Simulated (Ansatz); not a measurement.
Computed energy against volume: Ba2N (space group R-3m)

Ba₂N (space group R-3m)

```cif
data_Ba2N
_chemical_formula_sum 'Ba2 N1'
_space_group_name_H-M_alt 'P 1'
_space_group_IT_number 1
_cell_length_a 7.82430
_cell_length_b 7.82430
_cell_length_c 7.82430
_cell_angle_alpha 29.046
_cell_angle_beta 29.046
_cell_angle_gamma 29.046
loop_
_space_group_symop_operation_xyz
  'x, y, z'
loop_
_atom_site_label
_atom_site_type_symbol
_atom_site_fract_x
_atom_site_fract_y
_atom_site_fract_z
_atom_site_occupancy
Ba1 Ba 0.73246 0.73246 0.73246 1
Ba2 Ba 0.26754 0.26754 0.26754 1
N1 N 0.00000 0.00000 0.00000 1
```

This relaxed cell (volume V₀) is scaled evenly in all directions, its shape held. The atoms relax within the cell's symmetry.

The numbers are results of PBEsol (plane waves to 420 eV, PAW, scalar-relativistic; Ansatz, a quantum-chemistry and plane-wave program), not measurements. k mesh 14×14×14 (Γ-centred), Fermi-Dirac smearing 0.05 eV. Energies are smeared free energies. Compression counts positive. With the shape held, the modulus is that of even scaling; a crystal free to change shape is softer. Ba2N was relaxed with its symmetry unable to fall. ΔE is measured from the relaxed starting cell.

```json
[
 {"V (Å³/atom)": "29.963", "ΔE (eV/atom)": "0.024", "P (GPa)": "2.5"},
 {"V (Å³/atom)": "30.795", "ΔE (eV/atom)": "0.013", "P (GPa)": "1.8"},
 {"V (Å³/atom)": "31.627", "ΔE (eV/atom)": "0.006", "P (GPa)": "1.1"},
 {"V (Å³/atom)": "32.459", "ΔE (eV/atom)": "0.001", "P (GPa)": "0.5"},
 {"V (Å³/atom)": "33.292", "ΔE (eV/atom)": "0.000", "P (GPa)": "0.0"},
 {"V (Å³/atom)": "34.124", "ΔE (eV/atom)": "0.001", "P (GPa)": "-0.5"},
 {"V (Å³/atom)": "34.956", "ΔE (eV/atom)": "0.005", "P (GPa)": "-0.9"},
 {"V (Å³/atom)": "35.789", "ΔE (eV/atom)": "0.011", "P (GPa)": "-1.3"},
 {"V (Å³/atom)": "36.621", "ΔE (eV/atom)": "0.019", "P (GPa)": "-1.7"}
]
```

Summary:

The pressure at the smallest volume is 2.5 GPa. The energy cost of the largest compression comes out as 24 meV/atom and the energy cost of the largest expansion comes out as 19 meV/atom. The bulk modulus at fixed cell shape B₀ (third-order Birch-Murnaghan fit) is 20.5 GPa. The pressure derivative B₀′ (fit) comes out as 3.0, the equilibrium volume of the fit comes out as 33.29 Å³/atom and the pressure for 5 % compression (fit) comes out as 1.1 GPa.

(Under strain, the slope of the energy per volume gives the stress and its curvature an elastic modulus.)
